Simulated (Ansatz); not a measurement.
**A plane-wave run on LuB2Ru3**

input.yaml (Ansatz 0.2.0)

```yaml
crystal:
  lattice:
    - [2.69485, 4.667615, 0.0]
    - [-2.69485, 4.667615, 0.0]
    - [0.0, 0.0, 2.988663]
  atoms:
    - { symbol: Ru, position: [0.5, 0.5, 0.5] }
    - { symbol: Ru, position: [0.5, 0.0, 0.5] }
    - { symbol: Ru, position: [0.0, 0.5, 0.5] }
    - { symbol: Lu, position: [0.0, 0.0, 0.0] }
    - { symbol: B, position: [0.3333, 0.3334, 0.0] }
    - { symbol: B, position: [0.6666, 0.6667, 0.0] }
  symmetry: { tolerance: 0.0003 }
kpoints:
  mp_grid: { grid: [6, 6, 10], shift: [0, 0, 0] }
  band_path:
    path:
      - [0.0, 0.0, 0.0]
      - [0.49999997, -1.1e-07, 0.0]
      - [0.66666655, 0.33333316, 0.0]
      - [0.0, 0.0, 0.0]
      - [0.0, 0.0, 0.5]
      - [0.49999997, -1.1e-07, 0.5]
      - [0.66666655, 0.33333316, 0.5]
      - [0.0, 0.0, 0.5]
      - [0.49999997, -1.1e-07, 0.5]
      - [0.49999997, -1.1e-07, 0.0]
      - [0.66666655, 0.33333316, 0.5]
    npoints: 6
magnetization:
  noncollinear: true
  spin_orbit: true
scf:
  occupations: { method: fermi_dirac, width: 0.0504 }
  lower_state_search: "off"
  max_iter: 200
hamiltonian:
  pseudopotentials: { kind: paw_fr }
  xc: r2scan
basis:
  ecutwfc: 500
  fft_grid_basis: typed
output:
  forces: true
  stress: true
  eigenvalues: true
  bader: true
  populations: true
  elf: true
  write_potential: true
  volumetric_format: npy
  dos:
    e_range: [-12, 8]
    de: 0.05
    projected: { site_lists: { B: [B], Lu: [Lu], Ru: [Ru] } }
    method: { smearing: { sigma: 0.1, scheme: gaussian } }
checkpoint:
  read: saved_state
```

The saved state is an earlier solution for the same cell, perhaps on another mesh. The state carries no moments; the state need not be the lowest.

Output (shortened):

```
SCF iter   1: F=-32687.6781 eV  Δρ=7.12e-3  dr2=4.08e-3  dr2_τ=2.72e-3  dr2_m=0.00e0 (ungated)  |M|=0.00e0 ∫|m|=0.00e0 μB
SCF iter   2: F=-32687.6812 eV  Δρ=5.13e-3  dr2=1.81e-3  dr2_τ=7.65e-4  dr2_m=0.00e0 (ungated)  |M|=0.00e0 ∫|m|=0.00e0 μB
SCF iter   3: F=-32687.6817 eV  Δρ=2.32e-3  dr2=4.45e-4  dr2_τ=1.62e-4  dr2_m=0.00e0 (ungated)  |M|=0.00e0 ∫|m|=0.00e0 μB
SCF iter   4: F=-32687.6820 eV  Δρ=2.91e-4  dr2=4.60e-5  dr2_τ=1.28e-6  dr2_m=0.00e0 (ungated)  |M|=0.00e0 ∫|m|=0.00e0 μB
SCF iter   5: F=-32687.6821 eV  Δρ=9.68e-5  dr2=5.91e-6  dr2_τ=2.24e-7  dr2_m=0.00e0 (ungated)  |M|=0.00e0 ∫|m|=0.00e0 μB
SCF iter   6: F=-32687.6821 eV  Δρ=4.77e-5  dr2=3.12e-6  dr2_τ=6.25e-8  dr2_m=0.00e0 (ungated)  |M|=0.00e0 ∫|m|=0.00e0 μB
SCF iter   7: F=-32687.6821 eV  Δρ=1.37e-5  dr2=1.56e-7  dr2_τ=4.80e-9  dr2_m=0.00e0 (ungated)  |M|=0.00e0 ∫|m|=0.00e0 μB
SCF iter   8: F=-32687.6821 eV  Δρ=3.32e-6  dr2=6.22e-9  dr2_τ=1.99e-10  dr2_m=0.00e0 (ungated)  |M|=0.00e0 ∫|m|=0.00e0 μB
Magnetization: |M| = 0.0000 μB,  M = (+0.0000, +0.0000, +0.0000) μB
Absolute magnetization: 0.0000 μB (∫|m|)
  site 0: m = (+0.0000, +0.0000, +0.0000) μB, |m| = 0.0000 μB  (R = 0.89 Å)
  site 1: m = (+0.0000, +0.0000, +0.0000) μB, |m| = 0.0000 μB  (R = 0.89 Å)
  site 2: m = (+0.0000, +0.0000, +0.0000) μB, |m| = 0.0000 μB  (R = 0.89 Å)
  site 3: m = (+0.0000, +0.0000, +0.0000) μB, |m| = 0.0000 μB  (R = 1.23 Å)
  site 4: m = (+0.0000, +0.0000, +0.0000) μB, |m| = 0.0000 μB  (R = 0.89 Å)
  site 5: m = (+0.0000, +0.0000, +0.0000) μB, |m| = 0.0000 μB  (R = 0.89 Å)
Free energy (F): -32687.6821 eV
Harris-Foulkes:  -32687.6821 eV  (|F-HF|=6.53e-9)
Internal energy: -32687.6486 eV  (E = F + TS)
E sigma→0 (E₀):  -32687.6654 eV
Entropy (-TS):   -0.0336 eV (-5.592 meV/atom)
Fermi energy:    19.6613 eV
--- Stress (GPa, compression-positive) ---
        6.5523       0.0000       0.0000
        0.0000       6.5523       0.0000
        0.0000       0.0000       5.8498
  P = ⅓ Tr σ = 6.3181 GPa (63.181 kbar)
--- Löwdin populations: 6 sites ---
  site symbol       q [e]
     0     Ru     15.6858
     1     Ru     15.6858
     2     Ru     15.6858
     3     Lu     24.5779
     4      B      3.5734
     5      B      3.5734
  spilling = 0.0028 (of n_electrons = 79.0000)
```

Absolute energies hang on the potentials; compare differences alone.

Origin: a database entry at a rescaled volume. Caveats: started without moments under time reversal, so no moment could form.
